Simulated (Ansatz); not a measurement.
Values for one crystal, relaxed and computed with plane-wave PAW PBE (Ansatz code); other levels are named.

- Volume per atom = 11.76 Å³
- Band gap = 1.54 eV (direct)
- Young's modulus = 257 GPa
- Poisson's ratio = 0.25
- HSE06 gap on the PBE cell = 2.75 eV
- Largest static χ(2) component = 15 pm/V
- Hill bulk and shear moduli = 172 and 103 GPa

Pick the material that matches.
A. KF, rock salt
B. BeS, zinc blende
C. SrO, rock salt
D. GaN, zinc blende

D, GaN, zinc blende

Space group F-43m (zinc blende). Symmetry was held in the PBE relaxation; phonons on a q-mesh show no instability. Spin–orbit coupling is left out wherever it is not named.

Potentials: the later of the program's two PAW sets.
